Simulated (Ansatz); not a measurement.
B₂CO in space group P-4m2 (No. 115; B on 2g, C on 1a, O on 1c), plane-wave PAW r²SCAN (Ansatz code). The conduction-band minimum lies at M, with 1 equivalent valley. Second derivatives d²E/dk² of the lowest band at one valley (eV·Å²), along Cartesian directions:

```
direction  d²E/dk²
---------  -------
[100]        23.09
[010]        23.09
[001]        21.57
[110]        23.08
[101]        22.32
[011]        22.32
```

Find the principal effective masses, the density-of-states mass and the conductivity mass.

Off-diagonal terms follow from H_xy = H[110] − (H_xx + H_yy)/2, and m*/mₑ = 7.620 eV·Å² over each eigenvalue: 0.33, 0.33, 0.35. One valley's DOS mass (m₁m₂m₃)^(1/3) = 0.34, conductivity mass 3/(Σ 1/mᵢ) = 0.34 mₑ.

What effective density of states Nc follows at 300 K for parabolic valleys?

Nc = 2.509e19 × 1 × (0.34)^(3/2) ≈ 5.0e18 cm⁻³.

The start of the workflow was typed in or built on a structure type; neither database checked (COD, Materials Project) lists it. Its standing as an ambient phase is unchecked. Symmetry was held in the r²SCAN relaxation; its stability against distortions is not shown here.

Potentials: the earlier of the program's two PAW sets.

Edges and masses are those of Kohn–Sham bands, whose gap is no quasiparticle gap.
